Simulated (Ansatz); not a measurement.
The cell is the one relaxed in the Materials Project (mp-2646972); entries there can be hypothetical.

Zn: DFT, PBEsol, all-electron LAPW, scalar-relativistic (Ansatz 0.2.0).

The relaxation starts from this cell:

```xyz
1
Lattice="0.0000 1.9648 1.9648 1.9648 0.0000 1.9648 1.9648 1.9648 0.0000" Properties=species:S:1:pos:R:3 pbc="T T T"
Zn    0.0000    0.0000    0.0000
```

Output:

```
The last accepted step is kept in <dir> (removed where the run ends without a failure and the disk answers)
LAPW: plane waves up to 8.229 Å⁻¹, error target 1.0e-3 eV per atom; small_component_spin mean_spin; Zn in spheres of 1.348 Å, 20 of its electrons in bands, Dirac shells []
Engine: ansatz 0.2.0
Pseudopotentials: kind: all_electron
Pseudopotential: Zn, LAPW, valence charge 20, Koelling and Harmon's equation, gaussian nucleus
Functional definition: PBEsol
  exchange = pbesol_x
  correlation = pbesol_c
Crystal: 1 atoms, lattice volume = 15.169 Å³
Basis set: ecut = 258.02131870300514 eV, 137 PW (Γ), exchange–correlation at level 2
Bands: 14, of which v1, the nominal top of the filled ones, is band 10 counted from 1 (9 counted from 0)
Symmetry: 48 space group operations
Space group: Fm-3m (ITA 225), of the structure as read, at distance tolerance 2.5e-5 Å
k-points: 104 of 2744
Non-local potential: Zn, projectors of the file, none
Initial density: superposition of atomic densities (chi_scale 0.1, normalization cell)
Initial wavefunctions: plane waves of lowest kinetic energy (no species holds an atomic orbital)
Functional: x = pbesol(κ = 0.804, μ = 0.12345679012345678), c = pbesol(β = 0.046)
iter 1 solved again at ethr=1.40e-4 eV; its pass at ethr=1.00e-1 eV (dr2=2.80e-2 eV) is discarded
SCF iter   1: F=—  HF=-48835.002027 eV  |F-HF|=—  |Δ(HF+E_count)|=         —  Δρ=1.79e-2  dr2=2.81e-2  ethr=1.40e-4  ⟨swp⟩=3.1  Hψ=10084  notcnv=0
preconditioner: auto → none  [insulator: Δε(μ)=0.288 eV  Ē_g=16.291 eV  σ=0.050 eV  W_gap=0.86  n_scr=8 (ndim 8)  ℏωp=33.0 eV  f_vac=0.000  D(μ)=0.14/eV (n_scr^D=0)  ε∞_Penn≈5.1]
iter 2 solved again at ethr=3.64e-6 eV; its pass at ethr=1.40e-4 eV (dr2=7.28e-4 eV) is discarded
SCF iter   2: F=—  HF=-48834.950505 eV  |F-HF|=—  |Δ(HF+E_count)|=   5.15e-2  Δρ=2.98e-3  dr2=7.31e-4  ethr=3.64e-6  ⟨swp⟩=2.0  Hψ=7389  notcnv=0
SCF iter   3: F=—  HF=-48834.881910 eV  |F-HF|=—  |Δ(HF+E_count)|=   6.86e-2  Δρ=5.17e-3  dr2=2.26e-3  ethr=3.64e-6  ⟨swp⟩=3.0  Hψ=4759  notcnv=0
SCF iter   4: F=—  HF=-48834.879337 eV  |F-HF|=—  |Δ(HF+E_count)|=   2.57e-3  Δρ=7.93e-4  dr2=5.09e-5  ethr=3.64e-6  ⟨swp⟩=2.0  Hψ=4008  notcnv=0
SCF iter   5: F=—  HF=-48834.879339 eV  |F-HF|=—  |Δ(HF+E_count)|=   2.65e-6  Δρ=3.55e-5  dr2=1.68e-7  ethr=2.55e-7  ⟨swp⟩=2.0  Hψ=4007  notcnv=0
SCF iter   6: F=—  HF=-48834.879336 eV  |F-HF|=—  |Δ(HF+E_count)|=   3.78e-6  Δρ=3.24e-6  dr2=1.44e-9  ethr=8.40e-10  ⟨swp⟩=3.0  Hψ=4297  notcnv=0
SCF iter   7: F=-48834.879336 eV  HF=-48834.879336 eV  |F-HF|=2.76e-10  |Δ(HF+E_count)|=   4.26e-8  Δρ=1.16e-7  dr2=1.71e-12  ethr=7.21e-12  ⟨swp⟩=3.0  Hψ=4514  notcnv=0
SCF 1 converged in 7 iterations: F = -48834.879336 eV  dr2 = 1.71e-12
relax step   1: F+E_penalty+E_count = -48834.87933551 eV  Δ(F+E_penalty+E_count) = +0.000e0 eV  max|allowed force component| = 0.000e0 eV/Å  Δτ_max = 0.0000 Å  P = -4.903 GPa  Ω = 15.169 Å³  (7 SCF iters, accepted)
Crystal: 1 atoms, lattice volume = 14.432 Å³
Basis set: ecut = 266.7333053773852 eV, 137 PW (Γ), exchange–correlation at level 2
Initial density: handed on by an earlier stage of this run
Initial wavefunctions: those handed on with the density
iter 1 solved again at ethr=3.15e-8 eV; its pass at ethr=1.00e-1 eV (dr2=6.29e-6 eV) is discarded
SCF iter   1: F=—  HF=-48834.894304 eV  |F-HF|=—  |Δ(HF+E_count)|=         —  Δρ=2.64e-4  dr2=4.95e-6  ethr=3.15e-8  ⟨swp⟩=5.6  Hψ=9695  notcnv=0
preconditioner: auto → none  [insulator: Δε(μ)=0.275 eV  Ē_g=17.441 eV  σ=0.050 eV  W_gap=0.85  n_scr=8 (ndim 8)  ℏωp=33.9 eV  f_vac=0.000  D(μ)=0.14/eV (n_scr^D=0)  ε∞_Penn≈4.8]
SCF iter   2: F=—  HF=-48834.894241 eV  |F-HF|=—  |Δ(HF+E_count)|=   6.28e-5  Δρ=1.43e-4  dr2=2.26e-6  ethr=2.48e-8  ⟨swp⟩=3.0  Hψ=4579  notcnv=0
SCF iter   3: F=—  HF=-48834.894142 eV  |F-HF|=—  |Δ(HF+E_count)|=   9.88e-5  Δρ=5.30e-5  dr2=3.21e-7  ethr=1.13e-8  ⟨swp⟩=3.0  Hψ=4324  notcnv=0
iter 4 solved again at ethr=6.48e-11 eV; its pass at ethr=1.61e-9 eV (dr2=1.30e-8 eV) is discarded
SCF iter   4: F=-48834.894140 eV  HF=-48834.894140 eV  |F-HF|=2.12e-9  |Δ(HF+E_count)|=   1.83e-6  Δρ=9.58e-6  dr2=1.29e-8  ethr=6.48e-11  ⟨swp⟩=2.0  Hψ=6890  notcnv=0
SCF 2 converged in 4 iterations: F = -48834.894140 eV  dr2 = 1.29e-8
relax step   2: F+E_penalty+E_count = -48834.89414027 eV  Δ(F+E_penalty+E_count) = -1.480e-2 eV  max|allowed force component| = 0.000e0 eV/Å  Δτ_max = 0.0000 Å  P = -1.345 GPa  Ω = 14.432 Å³  (4 SCF iters, accepted)
Crystal: 1 atoms, lattice volume = 14.172 Å³
Basis set: ecut = 269.9886578539149 eV, 137 PW (Γ), exchange–correlation at level 2
iter 1 solved again at ethr=9.44e-9 eV; its pass at ethr=1.00e-1 eV (dr2=1.89e-6 eV) is discarded
SCF iter   1: F=—  HF=-48834.895113 eV  |F-HF|=—  |Δ(HF+E_count)|=         —  Δρ=1.08e-4  dr2=8.12e-7  ethr=9.44e-9  ⟨swp⟩=5.3  Hψ=9428  notcnv=0
preconditioner: auto → none  [insulator: Δε(μ)=0.239 eV  Ē_g=17.631 eV  σ=0.050 eV  W_gap=0.81  n_scr=8 (ndim 8)  ℏωp=34.2 eV  f_vac=0.000  D(μ)=0.16/eV (n_scr^D=0)  ε∞_Penn≈4.8]
SCF iter   2: F=—  HF=-48834.895104 eV  |F-HF|=—  |Δ(HF+E_count)|=   9.11e-6  Δρ=5.72e-5  dr2=3.70e-7  ethr=4.06e-9  ⟨swp⟩=3.0  Hψ=4568  notcnv=0
SCF iter   3: F=—  HF=-48834.895090 eV  |F-HF|=—  |Δ(HF+E_count)|=   1.39e-5  Δρ=2.48e-5  dr2=6.94e-8  ethr=1.85e-9  ⟨swp⟩=3.0  Hψ=4260  notcnv=0
iter 4 solved again at ethr=1.25e-11 eV; its pass at ethr=3.47e-10 eV (dr2=2.51e-9 eV) is discarded
SCF iter   4: F=-48834.895090 eV  HF=-48834.895090 eV  |F-HF|=4.44e-10  |Δ(HF+E_count)|=   2.88e-7  Δρ=4.28e-6  dr2=2.50e-9  ethr=1.25e-11  ⟨swp⟩=2.0  Hψ=6888  notcnv=0
SCF 3 converged in 4 iterations: F = -48834.895090 eV  dr2 = 2.50e-9
relax step   3: F+E_penalty+E_count = -48834.89508995 eV  Δ(F+E_penalty+E_count) = -9.497e-4 eV  max|allowed force component| = 0.000e0 eV/Å  Δτ_max = 0.0000 Å  P = +0.203 GPa  Ω = 14.172 Å³  (4 SCF iters, accepted)
Crystal: 1 atoms, lattice volume = 14.206 Å³
Basis set: ecut = 269.562143731281 eV, 137 PW (Γ), exchange–correlation at level 2
iter 1 solved again at ethr=7.88e-10 eV; its pass at ethr=1.00e-1 eV (dr2=1.58e-7 eV) is discarded
SCF iter   1: F=—  HF=-48834.895111 eV  |F-HF|=—  |Δ(HF+E_count)|=         —  Δρ=1.53e-5  dr2=1.75e-8  ethr=7.88e-10  ⟨swp⟩=5.6  Hψ=8831  notcnv=0
preconditioner: auto → none  [insulator: Δε(μ)=0.246 eV  Ē_g=17.619 eV  σ=0.050 eV  W_gap=0.82  n_scr=8 (ndim 8)  ℏωp=34.1 eV  f_vac=0.000  D(μ)=0.15/eV (n_scr^D=0)  ε∞_Penn≈4.8]
SCF iter   2: F=—  HF=-48834.895111 eV  |F-HF|=—  |Δ(HF+E_count)|=   1.72e-7  Δρ=5.15e-6  dr2=2.51e-9  ethr=8.74e-11  ⟨swp⟩=3.0  Hψ=4534  notcnv=0
SCF iter   3: F=-48834.895111 eV  HF=-48834.895111 eV  |F-HF|=7.12e-9  |Δ(HF+E_count)|=   2.31e-7  Δρ=2.37e-6  dr2=4.05e-10  ethr=1.25e-11  ⟨swp⟩=3.0  Hψ=4574  notcnv=0
SCF 4 converged in 3 iterations: F = -48834.895111 eV  dr2 = 4.05e-10
relax step   4: F+E_penalty+E_count = -48834.89511060 eV  Δ(F+E_penalty+E_count) = -2.065e-5 eV  max|allowed force component| = 0.000e0 eV/Å  Δτ_max = 0.0000 Å  P = -0.006 GPa  Ω = 14.206 Å³  (3 SCF iters, accepted)
iter 1 solved again at ethr=2.02e-12 eV; its pass at ethr=1.00e-1 eV (dr2=4.05e-10 eV) is discarded
SCF iter   1: F=—  HF=-48834.895111 eV  |F-HF|=—  |Δ(HF+E_count)|=         —  Δρ=2.37e-6  dr2=4.05e-10  ethr=2.02e-12  ⟨swp⟩=3.6  Hψ=7548  notcnv=0
preconditioner: auto → none  [insulator: Δε(μ)=0.246 eV  Ē_g=17.618 eV  σ=0.050 eV  W_gap=0.82  n_scr=8 (ndim 8)  ℏωp=34.1 eV  f_vac=0.000  D(μ)=0.15/eV (n_scr^D=0)  ε∞_Penn≈4.8]
SCF iter   2: F=-48834.895111 eV  HF=-48834.895111 eV  |F-HF|=9.60e-10  |Δ(HF+E_count)|=   1.11e-8  Δρ=8.30e-7  dr2=5.74e-11  ethr=2.02e-12  ⟨swp⟩=2.0  Hψ=3973  notcnv=0
SCF 5 converged in 2 iterations: F = -48834.895111 eV  dr2 = 5.74e-11
relax step   5: F+E_penalty+E_count = -48834.89511057 eV  Δ(F+E_penalty+E_count) = +3.036e-8 eV  max|allowed force component| = 0.000e0 eV/Å  Δτ_max = 0.0000 Å  P = -0.006 GPa  Ω = 14.206 Å³  stress off target by 6.35e-3 GPa  SCF on the basis re-selected at this cell (its energy is not comparable with the rows above)  (2 SCF iters)
basis re-selected at this cell: Δ(F+E_penalty+E_count) = +3.036e-8 eV, ΔP = -0.000 GPa vs the last step (what re-selecting the basis moved, after the strain that the cell walked since its last selection, with what the two solves' SCF thresholds leave and, on support functions, any second-order correction that the steps lacked; it is no measure of the basis error at this ecutwfc). This SCF's stress stands 6.35e-3 GPa from its target on what of the cell is left free (relax.cell.stress_tol is 5.00e-2 GPa) and its largest allowed force component is 0.00e0 eV/Å (relax.f_tol is 5.00e-3 eV/Å): within both
SCF converged after 2 iterations
Free energy (F): -48834.895111 eV
Harris-Foulkes:  -48834.895111 eV  (|F-HF|=9.60e-10)
Internal energy: -48834.893655 eV  (E = F + TS)
E sigma→0 (E₀):  -48834.894383 eV
Entropy (-TS):   -0.001456 eV (-1.456 meV/atom)
Fermi energy:    14.900071 eV
--- Per-component energies (eV) ---
  E_band       = -521.854600
  E_kinetic    = 49728.362820
  E_xc         = -1911.538111
  E_electrostatic = -96651.718364  (all electrons and nuclei)
  E_smearing   = -0.001456  (= −TS)
  E_closure    = 0.000000  (closes the sum)
  E_atoms      = -48833.332136  (free atoms, spherical and without spin; not in F)
  Σ components = -48834.895111   (vs F -48834.895111, Δ=0.00e0)
  Basis errors (estimates in eV, not in F): energy 2.4e-4 per atom: plane waves 2.3e-4 (1.3e-4 summed), levels above the bands 2.0e-110, relativity 2.8e-9, radial functions 2.0e-6, core shells 7.4e-13; eigenvalues (radial functions only) 7.0e-5; not estimated: angular momenta, meshes, grids; target (lapw.basis_error) 1.0e-3; muffin-tin radii Zn 1.318 Å
--- Forces (eV/Å), atoms counted from 1 ---
  atom   1  Zn     0.00000000    -0.00000000    -0.00000000
  max |Σ_I F_I| component: 3.29e-32 eV/Å
--- Stress (GPa, compression-positive) ---
       -0.006355       0.000000       0.000000
        0.000000      -0.006355       0.000000
        0.000000       0.000000      -0.006355
  P = ⅓ Tr σ = -0.0064 GPa (-0.064 kbar)
--- Relaxed structure (4 steps of the walk, 4 accepted, 1 SCFs on fresh bases) ---
  F+E_penalty+E_count = -48834.89511057 eV   max|allowed force component| = 0.000e0 eV/Å   (the final SCF, on the basis selected at the relaxed cell)
  cell:  # Å, volume = 14.2057 Å³
    - [8.152595252632943e-34, 1.9222567253419813, 1.9222567253419813]
    - [1.9222567253419813, -1.3247967285528534e-33, 1.9222567253419813]
    - [1.9222567253419813, 1.9222567253419813, -1.2738430082238982e-34]
  atoms:
    - { symbol: Zn, position: [0.0, 0.0, 0.0] }
```
